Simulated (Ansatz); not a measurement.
## MoS2 with arsenic replacing S: what each run costs

MoS2 with arsenic replacing S, cell charge -1. Cell: 36 atoms, space group P1, a = 9.507 Å, b = 6.338 Å, c = 12.324 Å, α = 90.00°, β = 90.00°, γ = 120.00°.

All runs are DFT with Ansatz 0.2.0 on 4 threads of Intel Xeon 6975P-C (Granite Rapids) (x86_64; 16 cores open to the job, memory cap 8.0 GiB, no GPU), a shared host.

Problem. Rank the runs by wall time, shortest first.
A. relaxation of the ions, PBE, 420 eV, 3×4×2 k-points, smearing 0.01 eV
B. single point, PBE, 420 eV, 3×4×2 k-points, smearing 0.01 eV
C. single point at relaxed positions, r2SCAN, 500 eV, 3×4×2 k-points, smearing 0.01 eV

Solution. B (47 s, 3.2 GiB), C (80 s, 4.8 GiB), A (2.2 min, 3.7 GiB).
